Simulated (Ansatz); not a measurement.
Ansatz (a program for electronic structure) input:

Ansatz 0.2 input:
```yaml
crystal:
  lattice:
    - [3.1208015222, 0.0, 0.0]
    - [-1.5604007611, 2.7026933984, 0.0]
    - [0.0, 0.0, 10.1117219139]
  atoms:
    - { symbol: Al, position: [0.0, 0.0, 0.0014096742] }
    - { symbol: Al, position: [0.0, 0.0, 0.5014096742] }
    - { symbol: Al, position: [0.6666666667, 0.3333333333, 0.7503254932] }
    - { symbol: Al, position: [0.3333333333, 0.6666666667, 0.2503254932] }
    - { symbol: N, position: [0.0, 0.0, 0.811940801] }
    - { symbol: N, position: [0.0, 0.0, 0.311940801] }
    - { symbol: N, position: [0.6666666667, 0.3333333333, 0.5619540317] }
    - { symbol: N, position: [0.3333333333, 0.6666666667, 0.0619540317] }
kpoints:
  mp_grid: { grid: [6, 6, 2] }
hamiltonian:
  xc: hse06
  pseudopotentials: { kind: paw }
scf:
  n_extra_bands: 8
  occupations: { method: fixed }
output:
  eigenvalues: true
  eigenstates:
    e_range: [-9.0, 14.0]
    kpoints:
      - [0.0, 0.0, 0.0]  # VBM
      - [0.0, 0.0, 0.0]  # CBM
      - [0.0, 0.0, 0.0]  # GAMMA
      - [0.0, 0.0, 0.5]  # A
      - [0.3333333333, 0.3333333333, 0.0]  # K
      - [0.3333333333, 0.3333333333, 0.5]  # H
      - [0.5, 0.0, 0.0]  # M
      - [0.5, 0.0, 0.5]  # L
```

Output (shortened):

```
Pseudopotential: Al, paw, valence charge 3
Pseudopotential: N, paw, valence charge 5
Functional definition: HSE06
davidson cushion auto → on  (no smearing: the cushion is to keep the highest requested band from converging to the state above it …
Crystal: 8 atoms, lattice volume = 85.288 Å³
Basis set: ecut = 420 eV, 1653 PW (Γ)
Bands: 24, of which v1, the nominal top of the filled ones, is band 16 counted from 1 (15 counted from 0)
Symmetry: 12 space group operations
Space group: P63mc (ITA 186), of the structure as read, at distance tolerance 4.4e-5 Å
k-points: 14 of 72
SCF iter   1: F=—  HF=-3696.904600 eV  |F-HF|=—  |Δ(HF+E_count)|=         —  Δρ=9.65e-4  dr2=6.29e-4  ethr=1.77e-3  ⟨swp⟩=2.0  Hψ=2663  notcnv=0
preconditioner: auto → none
SCF iter   2: F=-3696.905056 eV  HF=-3696.904999 eV  |F-HF|=5.70e-5  |Δ(HF+E_count)|=   3.99e-4  Δρ=5.02e-4  dr2=1.61e-4  ethr=1.96e-6  ⟨swp⟩=5.5  Hψ=1205  notcnv=0  defer=7
SCF 1 stopped early in 2 iterations: F = -3696.905056 eV  dr2 = 1.61e-4
Crystal: 8 atoms, lattice volume = 85.288 Å³
Exchange kernel: α = 0.2500, screened, ω = 0.2079 Å⁻¹, Wigner–Seitz truncation, v(0) = 1043.5081 eV·Å³, q-mesh 6×6×2, nearest image of the exchange supercell L …
Frozen-core exchange: fock
SCF iter   1: F=—  HF=-3698.697648 eV  |F-HF|=—  |Δ(HF+E_count)|=         —  Δρ=6.39e-3  dr2=1.69e-2  ethr=5.02e-6  ⟨swp⟩=8.4  Hψ=1912  notcnv=0
preconditioner: auto → none
SCF iter   2: F=—  HF=-3698.691227 eV  |F-HF|=—  |Δ(HF+E_count)|=   6.42e-3  Δρ=2.85e-3  dr2=4.71e-3  ethr=5.02e-6  ⟨swp⟩=3.1  Hψ=1030  notcnv=0
SCF iter   3: F=—  HF=-3698.689746 eV  |F-HF|=—  |Δ(HF+E_count)|=   1.48e-3  Δρ=4.45e-4  dr2=1.27e-3  ethr=5.02e-6  ⟨swp⟩=3.0  Hψ=941  notcnv=0
SCF iter   4: F=—  HF=-3698.700479 eV  |F-HF|=—  |Δ(HF+E_count)|=   1.07e-2  Δρ=5.34e-4  dr2=2.33e-4  ethr=6.01e-7  ⟨swp⟩=5.6  Hψ=1455  notcnv=0  defer=4
iter 5 solved again at ethr=4.80e-8 eV; its pass at ethr=6.01e-7 eV (dr2=1.54e-5 eV) is discarded
SCF iter   5: F=—  HF=-3698.700431 eV  |F-HF|=—  |Δ(HF+E_count)|=   4.79e-5  Δρ=1.53e-4  dr2=3.17e-5  ethr=4.80e-8  ⟨swp⟩=3.5  Hψ=1620  notcnv=0
SCF iter   6: F=—  HF=-3698.700559 eV  |F-HF|=—  |Δ(HF+E_count)|=   1.28e-4  Δρ=1.17e-4  dr2=1.39e-5  ethr=4.80e-8  ⟨swp⟩=5.0  Hψ=1149  notcnv=0  defer=2
SCF iter   7: F=-3698.700556 eV  HF=-3698.700556 eV  |F-HF|=3.19e-8  |Δ(HF+E_count)|=   2.82e-6  Δρ=1.88e-5  dr2=7.89e-7  ethr=4.16e-8  ⟨swp⟩=3.0  Hψ=785  notcnv=0
SCF 2 stopped early in 7 iterations: F = -3698.700556 eV  dr2 = 7.89e-7
hybrid outer 1: dexx = +1.176e-2 eV, tail = 1.40e-5 eV
Crystal: 8 atoms, lattice volume = 85.288 Å³
Exchange kernel: α = 0.2500, screened, ω = 0.2079 Å⁻¹, Wigner–Seitz truncation, v(0) = 1043.5081 eV·Å³, q-mesh 6×6×2, nearest image of the exchange supercell L …
Frozen-core exchange: fock
SCF iter   1: F=—  HF=-3698.700527 eV  |F-HF|=—  |Δ(HF+E_count)|=         —  Δρ=1.87e-5  dr2=2.05e-7  ethr=2.18e-7  ⟨swp⟩=4.1  Hψ=876  notcnv=0
preconditioner: auto → none
SCF iter   2: F=-3698.700527 eV  HF=-3698.700527 eV  |F-HF|=1.00e-8  |Δ(HF+E_count)|=   1.07e-7  Δρ=7.68e-6  dr2=3.81e-8  ethr=5.83e-10  ⟨swp⟩=5.5  Hψ=1279  notcnv=0  defer=2
SCF 3 converged in 2 iterations: F = -3698.700527 eV  dr2 = 3.81e-8
hybrid outer 2: dexx = +1.272e-7 eV, tail = 8.54e-8 eV, Δε = 9.80e-4 eV (about 8.54e-5 eV left of the loop's levels)
NSCF: frozen V_eff on 8 k-points
hybrid SCF converged: 2 outer / 9 inner (+2 warm-up), last move |dexx| = 1.27e-7 eV, tail = 8.54e-8 eV
Stability not checked (fock_operator)
Free energy (F): -3698.700527 eV
Frozen-core exchange: fock
Harris-Foulkes:  -3698.700527 eV  (|F-HF|=1.00e-8)
Internal energy: -3698.700527 eV  (E = F + TS)
E sigma→0 (E₀):  -3698.700527 eV
Fermi energy:    5.902934 eV
--- Per-component energies (eV) ---
  E_band       = 10.411317
  E_kinetic    = 636.127961
  E_local      = -899.928334  (includes V_loc(G=0)·N_el)
  E_nonlocal   = 216.192524
  E_hartree    = 313.513405
  E_xc         = -329.565004
  E_vxc        = -346.684785  (∫ρ·V_xc dr)
  E_exx        = -71.339305  (= α·E_x^exact, valence–valence)
  E_paw        = -2386.973365  (= ΣΔE_a)
  E_vpaw       = -79.643669  (= ΣTr[D̂ρ^β])
  E_aug_tail   = 0.000385  (compensation charges beyond the density's cutoff)
  E_ewald      = -1176.460817
  E_core_change = -0.267979  (= ΣΔE_core)
  E_smearing   =  0.000000  (= −TS)
  E_closure    =  0.000000  (closes the sum)
  Σ components = -3698.700527   (vs F -3698.700527, Δ=0.00e0)
  [band-id]    e_kinetic+e_local+e_nonlocal+2·e_hartree+e_vxc+2·e_exx+e_vpaw+e_augmentation_tail = 10.412284   (vs E_band 10.411317, Δ=9.66e-4)
--- Band table (eV; the first three rows and the last of 14) ---
  k-point 0: bands = ["-10.4973", "-9.6196", "-9.5831", "-8.3567", "-0.3805", "2.3797", "2.4408", "5.1970", "5.1970", "5.4520", "5.4520", "5.5245", "5.5245", "5.8044", "5.8044", "5.9029", "11.2529", "13.5205", "13.8135", "14.2399", "17.7119", "17.7515", "18.3789", "18.4422"]
  k-point 1: bands = ["-10.2575", "-10.2575", "-8.7792", "-8.7792", "0.4458", "0.4458", "4.6613", "4.6613", "5.2785", "5.2785", "5.2785", "5.2785", "5.7105", "5.7105", "5.7105", "5.7105", "12.2419", "12.2419", "14.2305", "14.2305", "17.6495", "17.6495", "18.7299", "18.7299"]
  k-point 2: bands = ["-10.1326", "-9.3076", "-9.2707", "-8.1553", "0.0739", "2.2029", "2.3008", "3.8147", "4.1569", "4.5642", "4.7606", "4.7842", "5.1906", "5.2322", "5.7208", "5.7492", "12.6194", "13.8636", "14.2325", "15.4076", "15.9434", "16.6732", "17.7664", "18.1947"]
  k-point 13: bands = ["-7.9110", "-7.9110", "-7.8873", "-7.8873", "0.8973", "0.8973", "1.3021", "1.3021", "1.9643", "1.9643", "2.4512", "2.4512", "4.3928", "4.3928", "4.5289", "4.5289", "12.8336", "12.8336", "14.9586", "14.9586", "16.0269", "16.0269", "17.5345", "17.5345"]
```

Cost: roughly 2.9 core-minutes on shared cores.

The points marked VBM and CBM come from a semilocal run.

Space group P6_3mc. The cell is a constructed one: a structure type filled with these elements. Its sites differ from those of the usual phase in this space group: another stacking or structure type. The cell was relaxed with PBE under the symmetry of its start; phonons on a q-mesh show no instability.

Potentials: the later of the program's two PAW sets.

Ansatz is a plane-wave DFT program.
